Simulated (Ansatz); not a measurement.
MgS:
```yaml
crystal:
  lattice:
    - [0.00000, 2.60258, 2.60258]
    - [2.60258, 0.00000, 2.60258]
    - [2.60258, 2.60258, 0.00000]
  atoms:
    - { symbol: Mg, position: [0.00000, 0.00000, 0.00000] }
    - { symbol: S, position: [0.50000, 0.50000, 0.50000] }
```

Relaxed with r²SCAN. Special points in fractions of this cell's reciprocal vectors: Γ (0.000, 0.000, 0.000); X (0.500, 0.000, 0.500); U (0.625, 0.250, 0.625); K (0.375, 0.375, 0.750); L (0.500, 0.500, 0.500); W (0.500, 0.250, 0.750).

Question: List the band energies nearest the valence-band maximum at these points for r²SCAN in the plane-wave PAW code Ansatz.

Answer: In eV from the valence-band maximum; about four levels below and three above (degenerate sets whole), none deeper than 8.9 eV; points with the same levels are listed once.

| k | below | above |
|---|---|---|
| Γ | 0.00 0.00 0.00 | 4.64 8.48 8.48 8.48 |
| X | -4.26 -1.72 -1.72 | 3.47 4.91 13.15 |
| U | -3.75 -3.19 -1.40 | 4.56 7.31 10.39 |
| L | -4.87 -0.62 -0.62 | 5.22 7.49 7.49 |
| W | -3.27 -3.27 -2.34 | 5.92 8.59 8.59 |

Space group Fm-3m (rock salt). The cell was relaxed with r²SCAN under the symmetry of its start; phonons on a q-mesh show no instability.

Potentials: the earlier of the program's two PAW sets.
